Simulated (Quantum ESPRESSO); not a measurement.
Band energies of RhCuO₂ at -3 % isotropic strain

```xyz
4
Lattice="1.4895 0.8599 5.4684 -1.4895 0.8599 5.4684 0.0000 -1.7199 5.4684" Properties=species:S:1:pos:R:3 pbc="T T T"
O      0.0000     0.0000    14.6499
O      0.0000     0.0000     1.7552
Cu     0.0000     0.0000     0.0000
Rh     0.0000     0.0000     8.2026
```

PBEsol (pw.x of Quantum ESPRESSO, ONCV potentials, scalar-relativistic); path ΓLB1,BZΓX,QFP1Z,LP; energies in eV from the valence-band maximum.

```
k (1/Å)  point  band 20  band 21  band 22  band 23  band 24  band 25  band 26  band 27
-------  -----  -------  -------  -------  -------  -------  -------  -------  -------
0.00         Γ    -2.26    -2.26    -1.88    -1.88    -0.93     2.51     3.15     3.15
0.45              -2.30    -2.07    -1.53    -1.09    -0.80     2.31     2.88     2.91
0.90              -1.92    -1.74    -1.13    -0.69    -0.51     2.06     2.66     3.00
1.23         L    -1.62    -1.61    -0.99    -0.72    -0.68     2.29     2.69     2.93
1.34              -1.64    -1.62    -1.03    -0.67    -0.66     2.29     2.63     3.00
1.78              -1.88    -1.60    -1.42    -0.49    -0.16     2.06     2.22     4.43
2.01        B1    -1.94    -1.54    -1.52    -0.60    -0.01     2.21     2.23     4.50
2.01         B    -1.94    -1.54    -1.52    -0.60    -0.01     2.21     2.23     4.50
2.11              -1.98    -1.50    -1.48    -0.69    -0.06     2.21     2.34     3.92
2.52              -2.14    -1.42    -1.19    -0.95    -0.67     1.47     2.22     4.12
2.93              -2.09    -2.05    -1.20    -1.02    -0.32     1.78     2.55     4.10
3.34         Z    -2.12    -2.12    -1.32    -1.32    -0.35     2.76     2.76     3.60
3.80              -2.21    -2.21    -1.86    -1.86    -0.83     2.55     3.12     3.12
3.92         Γ    -2.26    -2.26    -1.88    -1.88    -0.93     2.51     3.15     3.15
4.23              -2.29    -2.17    -1.55    -1.52    -0.88     2.61     2.68     3.10
4.64              -2.13    -1.85    -1.02    -0.73    -0.58     1.92     2.16     3.62
5.05              -1.87    -1.72    -1.10    -0.40    -0.36     1.81     2.24     4.34
5.36         X    -1.87    -1.59    -1.50    -0.57    -0.02     2.18     2.22     4.80
5.36         Q    -1.87    -1.59    -1.50    -0.57    -0.02     2.18     2.22     4.80
5.80              -1.71    -1.61    -0.99    -0.93    -0.18     2.18     2.66     3.12
6.03         F    -1.63    -1.62    -0.98    -0.89    -0.26     2.13     2.63     3.06
6.03        P1    -1.64    -1.63    -0.98    -0.93    -0.35     2.08     2.78     2.95
6.11              -1.65    -1.61    -0.98    -0.96    -0.46     1.70     2.91     3.17
6.47              -1.96    -1.87    -1.42    -0.76    -0.51     1.12     2.66     4.13
6.83              -2.14    -2.02    -1.28    -1.02    -0.32     1.90     2.65     4.02
7.18         Z    -2.12    -2.12    -1.32    -1.32    -0.35     2.76     2.76     3.60
7.18         L    -1.62    -1.61    -0.99    -0.72    -0.68     2.29     2.69     2.93
7.57         P    -1.64    -1.63    -0.98    -0.93    -0.35     2.08     2.78     2.95
```

The PBEsol gap is 0.84 eV; at least one edge lies off the plotted path, at a point of the SCF mesh. The smallest direct gap is 1.22 eV. Another valence extremum on the path lies within 0.02 eV, too close to call.

Spin-orbit splittings are left out. The 3d shell has no Hubbard U; the runs are without spin polarisation, and magnetic order was not tried.

Geometry strained from the cell relaxed with PBEsol, atoms relaxed again.
